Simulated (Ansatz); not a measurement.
# Structure optimisation: barium, dhcp

Level of theory: Ansatz 0.2.0, DFT, LDA (PW92), plane waves (420 eV) with PAW, scalar-relativistic. The PAW files were generated under PBE, with cores re-solved for the functional.

k-point mesh 8×8×3, Fermi-Dirac smearing 0.1 eV, no spin polarisation. Cell and atoms relax.

Starting structure:

```cif
data_structure
_symmetry_space_group_name_H-M 'P 1'
_symmetry_Int_Tables_number 1
_cell_length_a 4.4545
_cell_length_b 4.4545
_cell_length_c 14.5484
_cell_angle_alpha 90.000
_cell_angle_beta 90.000
_cell_angle_gamma 120.000
_cell_volume 250.00
loop_
_atom_site_label
_atom_site_type_symbol
_atom_site_fract_x
_atom_site_fract_y
_atom_site_fract_z
_atom_site_occupancy
Ba1 Ba 0.00000 0.00000 0.00000 1
Ba2 Ba 0.00000 0.00000 0.50000 1
Ba3 Ba 0.33333 0.66667 0.25000 1
Ba4 Ba 0.66667 0.33333 0.75000 1
```

The pressure at the start is -1.2 GPa. By how much does the volume change?

From 62.50 to 53.80 Å³ per atom, -13.9 %. The final cell has a = 4.242 Å, c = 13.811 Å (c/a = 3.256).

How much energy does the relaxation gain?

34.5 meV per atom.

Path of the relaxation (the plane waves are chosen anew near the end, which can shift the energy a little):

```
step  E − E(final) (meV/atom)  V (Å³/atom)  P (GPa)  max force (eV/Å)
   0                    34.47       62.500    -1.15             0.000
   1                    18.95       60.086    -0.90             0.000
   2                     0.28       52.971     0.14             0.000
   3                    -0.04       53.804    -0.01             0.000
   4                     0.00       53.804    -0.01             0.000
```
